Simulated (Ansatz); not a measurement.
## Kick test of a cell of Ga3As2P

It was reached by relaxing an invented guess, and it needn't be the stable form of this composition.

Method: DFT PBE, scalar-relativistic, plane waves, PAW in Ansatz. Cutoff 420 eV; k points 12×12×12 on the computed 6-atom cell (Γ-centred); Gaussian smearing, width 0.02 eV; no spin polarisation.

The cell below (6 atoms, space group I-4m2 (No. 119)) is relaxed within its symmetry.

```
Ga P As
1.0
    -2.00161    2.00161    8.50414
     2.00161   -2.00161    8.50414
     2.00161    2.00161   -8.50414
Ga P As
3 1 2
Direct
  0.82928 0.82928 0.00000
  0.50000 0.50000 0.00000
  0.17072 0.17072 0.00000
  0.75000 0.25000 0.50000
  0.41468 0.91468 0.50000
  0.08532 0.58532 0.50000
```

For the test a repeat of it with 12 atoms (edges 4.00, 8.01, 8.96 Å) was strained at random (σ = 1.5 % a component), the atoms were moved at random (σ = 0.05 Å), and all was relaxed again on a coarse 4×2×4 mesh (in the run’s order of axes) with 0.10 eV smearing, with no symmetry imposed.

Problem. What happens?

Solution. It returns, within 1 meV/atom of the unmoved cell on that mesh and with the same symmetry when read at 0.1 Å. So it is stable against the distortions that fit this cell and that this random move excites. Modes that don't fit the cell aren't tested.
